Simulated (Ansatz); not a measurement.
Input and command of a plane-wave DFT calculation in Ansatz:

```yaml
crystal:
  lattice:
    - [0.0, 2.0948551915, 3.6686165711]
    - [1.209502386, 0.0, 3.6686165711]
    - [1.209502386, 2.0948551915, 0.0]
  atoms:
    - { symbol: C, position: [0.1667039277, 0.8332960723, 0.1667039277] }
    - { symbol: C, position: [0.8332960723, 0.1667039277, 0.8332960723] }
basis:
  ecutwfc: 500
kpoints:
  mp_grid: { grid: [14, 14, 14] }
hamiltonian:
  xc: r2scan
scf:
  occupations: { method: gaussian, width: 0.05 }
output:
  forces: true
  stress: true
  eigenvalues: true
```

```bash
ansatz run input.yaml --threads 2 --pin off --max-ram 5120MiB --backend cpu --events-out ev --progress --plain --runs-dir out
```

Processor: Arm Neoverse V2, 2 threads, on a host shared with other jobs.

**Question.** Estimate time, memory and problem size.

**Answer.** About 4.3 s on 2 threads of Arm Neoverse V2 (shared host), peak memory 0.43 GiB. It solves 8 bands at 428 k points (the mesh reduced by symmetry) with about 471 plane waves, in 7 SCF iterations.
